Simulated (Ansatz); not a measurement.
## Computed properties of Ag3Pt

Ag₃Pt:
Space group Pm-3m (No. 221); a = b = c = 3.965 Å, α = β = γ = 90.00°

| atom | site | symmetry | x | y | z |
|---|---|---|---|---|---|
| Ag | 3c | 4/mm.m | 0.0000 | 0.5000 | 0.5000 |
| Pt | 1a | m-3m | 0.0000 | 0.0000 | 0.0000 |

Space group Pm-3m (No. 221), Cu3Au type; conventional cell a = 3.965 Å, b = 3.965 Å, c = 3.965 Å, α = 90.00°, β = 90.00°, γ = 90.00°.

Method: LDA in the plane-wave PAW code Ansatz. Structure relaxed to zero pressure with the same functional. Other levels are named where they apply.

**Cell and energy**

```yaml
volume_per_atom: 15.59 Å³
density: 13.81 g/cm³
Formation energy from the elements (no fitted shifts): 0.6 kJ/mol of atoms
```

**Electronic structure**

```yaml
electronic_character: metallic (no gap)
Density of states at the Fermi level: 0.36 states/eV per atom (mean over ±0.08 eV)
```

**Mechanics**

```yaml
Bulk modulus (Birch–Murnaghan fit): 174 GPa
Pressure derivative B′: 5.6
Elastic constants (relaxed ions, GPa): C11 = 207, C12 = 158, C44 = 67.1
mechanical_stability: stable (all eigenvalues of C positive)
hill_bulk_and_shear_moduli: 174 and 44.7 GPa
Young's modulus: 124 GPa
Poisson's ratio: 0.38
debye_temperature_from_the_elastic_constants: 242 K
```

**Phonons**

```yaml
highest_zone_centre_frequency: 197 cm⁻¹
zone_centre_stability: no imaginary mode at Γ
```

The workflow started from a Materials Project entry (that database holds measured and hypothetical structures alike); the Crystallography Open Database files this formula in space group No. 221, but the cells were not matched. Whether it is the stable phase at ambient conditions was not checked. Symmetry was held in the LDA relaxation. The run is not spin-polarised. As this level gives no gap, shear constants depend on the k-mesh and smearing (Fermi–Dirac, 0.1 eV here). As this level gives no gap, phonon frequencies hold no LO–TO term and depend on the k-mesh and smearing (Fermi–Dirac, 0.1 eV here). The references are the lowest solids computed at this level, not always the standard phases. Scalar-relativistic: spin–orbit coupling is off unless named, which matters more the heavier the elements.

Potentials: the later of the program's two PAW sets.
